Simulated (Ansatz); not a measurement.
AlAg (rock salt, space group No. 225) under volume change, plane-wave PAW PBEsol (Ansatz code), scaled uniformly.

| V (Å³/atom) | E − E(relaxed) (meV/atom) | P (GPa) |
|---|---|---|
| 17.127 | 43.7 | 9.07 |
| 17.691 | 18.2 | 5.49 |
| 18.256 | 4.3 | 2.50 |
| 18.821 | 0.0 | 0.00 |
| 19.385 | 3.8 | -2.09 |
| 19.950 | 14.4 | -3.84 |
| 20.515 | 30.5 | -5.29 |

### Question
What does a third-order Birch–Murnaghan fit give for V₀, B₀ and B′?

### Answer
V₀ = 18.82 Å³/atom, B₀ = 76.0 GPa, B′ = 5.0.

Space group Fm-3m (rock salt). The start of the workflow was typed in or built on a structure type; neither database checked (COD, Materials Project) lists it. Its standing as an ambient phase is unchecked. Symmetry was held in the PBEsol relaxation. At this level the phase is mechanically unstable. The run is not spin-polarised. The volume moved by 18 % from the start of the relaxation. Its formation energy is positive at this level, so the cell may be metastable or incomplete.

Potentials: the later of the program's two PAW sets.
